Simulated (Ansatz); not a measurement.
This run works on a generated trial structure, not on a known crystal.

Input and command of a plane-wave DFT calculation in Ansatz:

```yaml
crystal:
  lattice:
    - [4.03164651, 0.0, 0.0]
    - [0.0, 6.42037415, 0.0]
    - [-0.09782399, 0.0, 5.10218903]
  atoms:
    - { symbol: Ca, position: [0.39222661, 0.5, 0.81529421] }
    - { symbol: Ca, position: [0.91889592, 0.0, 0.7025566] }
    - { symbol: Mg, position: [0.80318504, 0.70409897, 0.29485056] }
    - { symbol: Mg, position: [0.80318504, 0.29590103, 0.29485056] }
    - { symbol: Mg, position: [0.83977369, 0.5, 0.5704861] }
    - { symbol: C, position: [0.3834865, 0.5, 0.24257706] }
    - { symbol: C, position: [0.84368314, 0.5, 0.88482561] }
basis:
  ecutwfc: 420
kpoints:
  mp_grid: { grid: [4, 3, 3] }
hamiltonian:
  xc: pbe
scf:
  occupations: { method: gaussian, width: 0.2 }
  lower_state_search: "off"
output:
  forces: true
  stress: true
  eigenvalues: true
relax:
  adjacent_minimum: "off"
  f_tol: 0.08
  max_steps: 16
  cell: { stress_tol: 0.8 }
```

```bash
ansatz run input.yaml --threads 1 --pin off --max-ram 2560MiB --backend cpu --events-out ev --progress --plain --runs-dir out
```

Processor: Arm Neoverse V2, 1 thread, on a host shared with other jobs.

Estimate time, memory and problem size.

About 110 s, peak memory 0.37 GiB. It solves 36 bands at 14 k points (after reduction by symmetry) with about 3123 plane waves (on the last cell), in 113 SCF iterations over 16 ionic steps.
